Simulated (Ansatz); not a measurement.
BeBi2O2: relaxation (Ansatz)

input.yaml:

```yaml
crystal:
  lattice:
    - [3.606085, 0.0, 0.0]
    - [-1.803043, 3.122966, 0.0]
    - [-1.803043, 1.040989, 8.42138]
  atoms:
    - { symbol: Bi, position: [0.10902, 0.89098, 0.32706] }
    - { symbol: Bi, position: [0.89098, 0.10902, 0.67294] }
    - { symbol: O, position: [0.71648, 0.28352, 0.14944] }
    - { symbol: O, position: [0.28352, 0.71648, 0.85056] }
    - { symbol: Be, position: [0.5, 0.5, 0.5] }
  symmetry: { tolerance: 0.0003 }
kpoints:
  mp_grid: { grid: [6, 6, 6], shift: [0, 0, 0] }
magnetization:
  spin_polarized: false
scf:
  occupations: { method: fermi_dirac, width: 0.0167 }
  lower_state_search: "off"
hamiltonian:
  pseudopotentials: { kind: paw }
  xc: r2scan
basis:
  ecutwfc: 500
  fft_grid_basis: typed
relax:
  max_steps: 60
  cell: { p_target: 0.0 }
output:
  forces: true
  stress: true
  eigenvalues: true
  bader: true
  populations: true
  elf: true
  write_potential: true
  volumetric_format: npy
  dos:
    e_range: [-12, 8]
    de: 0.05
    projected: { site_lists: { Be: [Be], Bi: [Bi], O: [O] } }
  write_density: true
checkpoint:
  read: saved_state
```

Run with:

```bash
ansatz run input.yaml --threads 2 --pin off --max-ram 2560MiB --backend cpu --events-out ev --progress --plain --runs-dir out
```

Origin of the cell: a known structure type with other elements, at an estimated volume, so it need not be a known compound.

The saved state is a converged single point of the same cell.

Steps («new basis» is an SCF on plane waves selected anew at the same cell):

```json
{"step": "1", "ΔF (meV/atom)": "0.0", "max force component (eV/Å)": "4.057", "P (GPa)": "-4.36", "volume (Å³)": "94.84", "SCF iterations": "6", "step was": "accepted"}
{"step": "2", "ΔF (meV/atom)": "-335.7", "max force component (eV/Å)": "1.899", "P (GPa)": "-2.00", "volume (Å³)": "93.25", "SCF iterations": "9", "step was": "accepted"}
{"step": "3", "ΔF (meV/atom)": "-420.4", "max force component (eV/Å)": "0.494", "P (GPa)": "5.24", "volume (Å³)": "91.18", "SCF iterations": "9", "step was": "accepted"}
{"step": "4", "ΔF (meV/atom)": "-458.0", "max force component (eV/Å)": "0.331", "P (GPa)": "-0.24", "volume (Å³)": "94.42", "SCF iterations": "9", "step was": "accepted"}
{"step": "5", "ΔF (meV/atom)": "-465.9", "max force component (eV/Å)": "0.068", "P (GPa)": "0.29", "volume (Å³)": "95.84", "SCF iterations": "9", "step was": "accepted"}
{"step": "6", "ΔF (meV/atom)": "-465.8", "max force component (eV/Å)": "0.154", "P (GPa)": "0.15", "volume (Å³)": "97.92", "SCF iterations": "9", "step was": "rejected"}
{"step": "7", "ΔF (meV/atom)": "-466.4", "max force component (eV/Å)": "0.010", "P (GPa)": "0.05", "volume (Å³)": "96.85", "SCF iterations": "10", "step was": "accepted"}
{"step": "8", "ΔF (meV/atom)": "-466.4", "max force component (eV/Å)": "0.001", "P (GPa)": "0.02", "volume (Å³)": "97.12", "SCF iterations": "8", "step was": "accepted"}
{"step": "9", "ΔF (meV/atom)": "-466.5", "max force component (eV/Å)": "0.001", "P (GPa)": "0.03", "volume (Å³)": "97.12", "SCF iterations": "8", "step was": "new basis"}
{"step": "10", "ΔF (meV/atom)": "-466.5", "max force component (eV/Å)": "0.011", "P (GPa)": "-0.02", "volume (Å³)": "97.25", "SCF iterations": "7", "step was": "accepted"}
{"step": "11", "ΔF (meV/atom)": "-466.5", "max force component (eV/Å)": "0.001", "P (GPa)": "-0.01", "volume (Å³)": "97.33", "SCF iterations": "7", "step was": "accepted"}
{"step": "12", "ΔF (meV/atom)": "-466.5", "max force component (eV/Å)": "0.001", "P (GPa)": "-0.01", "volume (Å³)": "97.33", "SCF iterations": "7", "step was": "new basis"}
```

Step 1, with forces in eV/Å:

```xyz
5
Lattice="3.606 0.000 0.000 -1.803 3.123 0.000 -1.803 1.041 8.421" Properties=species:S:1:pos:R:3:forces:R:3 pbc="T T T" step=1
Bi   -1.803    3.123    2.754    0.000    0.000   -4.057
Bi    1.803    1.041    5.667    0.000    0.000    4.057
O     1.803    1.041    1.258    0.000    0.000    2.429
O    -1.803    3.123    7.163    0.000    0.000   -2.429
Be    0.000    2.082    4.211    0.000    0.000    0.000
```

Step 2, with forces in eV/Å:

```xyz
5
Lattice="3.592 0.000 0.000 -1.796 3.110 0.000 -1.796 1.037 8.348" Properties=species:S:1:pos:R:3:forces:R:3 pbc="T T T" step=2
Bi   -1.796    3.110    2.532    0.000    0.000   -1.899
Bi    1.796    1.037    5.815    0.000    0.000    1.899
O     1.796    1.037    1.364    0.000    0.000    0.851
O    -1.796    3.110    6.984    0.000    0.000   -0.851
Be    0.000    2.074    4.174    0.000    0.000    0.000
```

Step 3, with forces in eV/Å:

```xyz
5
Lattice="3.506 0.000 0.000 -1.753 3.036 0.000 -1.753 1.012 8.565" Properties=species:S:1:pos:R:3:forces:R:3 pbc="T T T" step=3
Bi   -1.753    3.036    2.404    0.000    0.000   -0.146
Bi    1.753    1.012    6.161    0.000    0.000    0.146
O     1.753    1.012    1.412    0.000    0.000   -0.494
O    -1.753    3.036    7.154    0.000    0.000    0.494
Be    0.000    2.024    4.283    0.000    0.000    0.000
```

Step 4, with forces in eV/Å:

```xyz
5
Lattice="3.543 0.000 0.000 -1.772 3.068 0.000 -1.772 1.023 8.686" Properties=species:S:1:pos:R:3:forces:R:3 pbc="T T T" step=4
Bi   -1.772    3.068    2.256    0.000    0.000   -0.331
Bi    1.772    1.023    6.430    0.000    0.000    0.331
O     1.772    1.023    1.231    0.000    0.000    0.157
O    -1.772    3.068    7.454    0.000    0.000   -0.157
Be    0.000    2.046    4.343    0.000    0.000    0.000
```

Step 5, with forces in eV/Å:

```xyz
5
Lattice="3.539 0.000 0.000 -1.769 3.064 0.000 -1.769 1.021 8.838" Properties=species:S:1:pos:R:3:forces:R:3 pbc="T T T" step=5
Bi   -1.769    3.064    2.203    0.000    0.000   -0.052
Bi    1.769    1.021    6.635    0.000    0.000    0.052
O     1.769    1.021    1.214    0.000    0.000    0.068
O    -1.769    3.064    7.624    0.000    0.000   -0.068
Be    0.000    2.043    4.419    0.000    0.000    0.000
```

Step 12, with forces in eV/Å:

```xyz
5
Lattice="3.551 0.000 0.000 -1.776 3.075 0.000 -1.776 1.025 8.912" Properties=species:S:1:pos:R:3:forces:R:3 pbc="T T T" step=12
Bi   -1.776    3.075    2.237    0.000    0.000    0.001
Bi    1.776    1.025    6.676    0.000    0.000   -0.001
O     1.776    1.025    1.264    0.000    0.000    0.000
O    -1.776    3.075    7.648    0.000    0.000    0.000
Be    0.000    2.050    4.456    0.000    0.000    0.000
```

| Quantity | Value |
| --- | --- |
| Free energy lowered by | 466.5 meV/atom |
| Volume change | 2.63 % |
| Final pressure | -0.01 GPa |
| Relaxation steps listed | 12 |
| Formation energy (elements under the same functional, gases as molecules, uncorrected) | 0.012 eV/atom |
| Gap on the mesh | none (metal) |

Caveats: no spin, though holes on the anions or broken bonds may carry moments; no spin-orbit coupling, though heavy elements are present; the k mesh is coarse if the cell is a metal; the relaxation held the start's symmetry, so the end may be a saddle point.

Time: 2.1 min on 2 threads of Arm Neoverse V1 (shared host), peak memory 0.67 GiB, from a saved density.
